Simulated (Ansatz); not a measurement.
Ansatz input file:

```yaml
crystal:
  lattice:
    - [3.7948, 0.0, 0.0]
    - [-1.8974, 3.2863932023, 0.0]
    - [0.0, 0.0, 12.7099]
  atoms:
    - { symbol: Si, position: [0.0, 0.0, 0.4062] }
    - { symbol: Si, position: [0.0, 0.0, 0.9062] }
    - { symbol: Si, position: [0.0, 0.0, 0.0938] }
    - { symbol: Si, position: [0.0, 0.0, 0.5938] }
    - { symbol: Si, position: [0.3333333333, 0.6666666667, 0.3437] }
    - { symbol: Si, position: [0.6666666667, 0.3333333333, 0.8437] }
    - { symbol: Si, position: [0.3333333333, 0.6666666667, 0.1563] }
    - { symbol: Si, position: [0.6666666667, 0.3333333333, 0.6563] }
basis:
  ecutwfc: 500
kpoints:
  mp_grid: { grid: [6, 6, 2] }
hamiltonian:
  xc: r2scan
scf:
  occupations: { method: gaussian, width: 0.1 }
output:
  forces: true
  stress: true
  eigenvalues: true
```

Run as
```bash
ansatz run input.yaml --threads 2 --pin off --max-ram 5120MiB --backend cpu --events-out ev --progress --plain --runs-dir out
```

These are results of DFT r2SCAN, scalar-relativistic, plane waves, PAW in Ansatz, not measurements.

Abridged output:

```
Pseudopotentials: kind: paw
Pseudopotential: Si, paw, valence charge 4, recommended cutoff 500 eV (meta_gga)
Functional definition: r2SCAN
Crystal: 8 atoms, lattice volume = 158.508 Å³
Basis set: ecut = 500 eV, 3923 PW (Γ), exchange–correlation on 120×120×384 points (64 copies of the dense FFT grid, shifted against one another)
Bands: 24, of which v1, the nominal top of the filled ones, is band 16 counted from 1 (15 counted from 0)
Symmetry: 24 space group operations
Space group: P63/mmc (ITA 194), of the structure as read, at distance tolerance 5.4e-5 Å
k-points: 14 of 72
Initial density: superposition of atomic densities (neutral atoms: chi_scale 0, normalization atom), corrected by the library's trained network
Initial wavefunctions: pseudopotential atomic-orbital guess
Functional: x = r2scan, c = r2scan; τ floored in thin density (d = 2e-4 eV/Å³)
SCF iter   1: F=—  HF=-5112.335583 eV  |F-HF|=—  |Δ(HF+E_count)|=         —  Δρ=3.55e-3  dr2=1.56e-2  dr2_τ=5.24e-2  ethr=1.77e-3  ⟨swp⟩=7.4  Hψ=2021  notcnv=0
SCF iter   2: F=—  HF=-5112.402786 eV  |F-HF|=—  |Δ(HF+E_count)|=   6.72e-2  Δρ=2.39e-3  dr2=6.58e-3  dr2_τ=2.78e-5  ethr=4.88e-5  ⟨swp⟩=2.0  Hψ=735  notcnv=0  defer=33
SCF iter   3: F=—  HF=-5112.401876 eV  |F-HF|=—  |Δ(HF+E_count)|=   9.10e-4  Δρ=3.01e-4  dr2=1.12e-4  dr2_τ=7.12e-6  ethr=2.06e-5  ⟨swp⟩=2.0  Hψ=521  notcnv=0  defer=20
automatic band count: iteration 3 solves 23 bands in place of 24: the levels show a gap, and the empty bands left out lie too high to hold charge; the band table lists the bands solved (type scf.n_extra_bands for more)
SCF iter   4: F=—  HF=-5112.401959 eV  |F-HF|=—  |Δ(HF+E_count)|=   8.35e-5  Δρ=6.42e-5  dr2=5.26e-6  dr2_τ=8.31e-8  ethr=3.49e-7  ⟨swp⟩=2.6  Hψ=513  notcnv=0  defer=20
SCF iter   5: F=—  HF=-5112.401991 eV  |F-HF|=—  |Δ(HF+E_count)|=   3.24e-5  Δρ=1.16e-5  dr2=4.43e-7  dr2_τ=4.19e-9  ethr=1.64e-8  ⟨swp⟩=2.1  Hψ=518  notcnv=0  defer=20
SCF iter   6: F=-5112.401992 eV  HF=-5112.401992 eV  |F-HF|=7.45e-9  |Δ(HF+E_count)|=   8.88e-8  Δρ=4.20e-6  dr2=3.38e-8  dr2_τ=3.18e-10  ethr=3.13e-10  ⟨swp⟩=9.4  Hψ=1592  notcnv=0
SCF 1 converged in 6 iterations: F = -5112.401992 eV  dr2 = 3.38e-8
SCF converged after 6 iterations
Free energy (F): -5112.401992 eV
Harris-Foulkes:  -5112.401992 eV  (|F-HF|=7.45e-9)
Internal energy: -5112.401992 eV  (E = F + TS)
E sigma→0 (E₀):  -5112.401992 eV
Fermi energy:    6.795947 eV
--- Per-component energies (eV) ---
  E_band       = 30.073144
  E_kinetic    = 325.824574
  E_local      = -212.252667  (includes V_loc(G=0)·N_el)
  E_nonlocal   = 200.923886
  E_hartree    = 59.810789
  E_xc         = -413.142411
  E_vxc        = -399.438205  (∫ρ·V_xc dr)
  E_paw        = -4156.360090  (= ΣΔE_a)
  E_vpaw       = -20.219483  (= ΣTr[D̂ρ^β])
  E_aug_tail   = 0.000035  (compensation charges beyond the density's cutoff)
  E_vtau       = 15.614127  (kinetic-family band-sum trace: ∫τ·v_τ [+ j·A + Jᵃ·Aᵃ] dr)
  E_ewald      = -916.594643
  E_core_change = -0.611464  (= ΣΔE_core)
  E_smearing   =  0.000000  (= −TS)
--- Forces (eV/Å), atoms counted from 1 ---
  atom   1  Si     0.00000000     0.00000000     0.34002650
  atom   2  Si     0.00000000     0.00000000     0.34002650
  atom   3  Si     0.00000000     0.00000000    -0.34002650
  atom   4  Si     0.00000000     0.00000000    -0.34002650
  atom   5  Si     0.00000000     0.00000000    -0.13980091
  atom   6  Si     0.00000000     0.00000000    -0.13980091
  atom   7  Si     0.00000000     0.00000000     0.13980091
  atom   8  Si     0.00000000     0.00000000     0.13980091
--- Stress (GPa, compression-positive) ---
        3.391332       0.000000       0.000000
        0.000000       3.391332       0.000000
        0.000000       0.000000      -1.332755
  P = ⅓ Tr σ = 1.8166 GPa (18.166 kbar)
--- Band table (eV; the first three rows and the last of 14) ---
  k-point 0: bands = ["-6.3528", "-5.5552", "-5.5250", "-4.0307", "-1.0238", "2.0450", "2.0758", "5.0354", "5.0354", "5.4841", "5.4841", "5.6591", "5.6591", "6.1965", "6.3986", "6.3986", "8.2548", "8.6536", "8.7817", "8.9637", "8.9637", "9.0659", "9.5330"]
  k-point 1: bands = ["-6.1448", "-6.1448", "-4.6453", "-4.6453", "-0.0089", "-0.0089", "4.4844", "4.4844", "5.1726", "5.1726", "5.1726", "5.1726", "6.1022", "6.1022", "6.1022", "6.1022", "8.3923", "8.3923", "9.2752", "9.2752", "9.2752", "9.2752", "9.3014"]
  k-point 2: bands = ["-6.0042", "-5.2116", "-5.1786", "-3.6780", "-0.8496", "2.0037", "2.0506", "3.0938", "3.7712", "3.9278", "4.3991", "4.5627", "4.9734", "5.0441", "5.7469", "5.9308", "8.2520", "8.7710", "8.9856", "9.2460", "9.7077", "9.8930", "10.4473"]
  k-point 13: bands = ["-2.7962", "-2.7962", "-2.7928", "-2.7928", "-0.9109", "-0.9109", "-0.8677", "-0.8677", "1.4545", "1.4545", "2.0757", "2.0757", "3.5254", "3.5254", "3.7986", "3.7986", "7.8200", "7.8200", "9.6851", "9.6851", "11.1123", "11.1123", "11.3248"]
```

The run converged.

The run took 6.1 s on 2 threads of Intel(R) Xeon(R) Platinum 8259CL CPU @ 2.50GHz (Skylake/Cascade Lake) (shared host), peak memory 0.81 GiB.

The k mesh is coarse.